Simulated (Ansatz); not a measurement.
Given:

Be5Au:
```yaml
crystal:
  lattice:
    - [0.00000, 3.00498, 3.00498]
    - [3.00498, 0.00000, 3.00498]
    - [3.00498, 3.00498, 0.00000]
  atoms:
    - { symbol: Be, position: [0.87420, 0.37527, 0.37527] }
    - { symbol: Be, position: [0.37527, 0.37527, 0.37527] }
    - { symbol: Be, position: [0.37527, 0.37527, 0.87420] }
    - { symbol: Be, position: [0.37527, 0.87420, 0.37527] }
    - { symbol: Be, position: [0.75000, 0.75000, 0.75000] }
    - { symbol: Au, position: [0.00000, 0.00000, 0.00000] }
```

This is the LDA-relaxed structure.

Task: All from plane-wave PAW LDA (Ansatz code), unless another level is named. Estimate the density of states at the Fermi level.

Result: 0.16 states/eV per atom (mean over ±0.08 eV).

Task: And the formation energy from the elements (no fitted shifts)?

Result: -0.13 eV/atom.

Space group F-43m. The workflow started from a Materials Project entry (that database holds measured and hypothetical structures alike); the Crystallography Open Database files this formula in space group No. 216, but the cells were not matched. Its standing as an ambient phase is unchecked. Symmetry was held in the LDA relaxation; whether a distortion lowers the energy is not shown. The references are the lowest solids computed at this level, not always the standard phases. Spin–orbit coupling is left out wherever it is not named.

Potentials: the later of the program's two PAW sets.
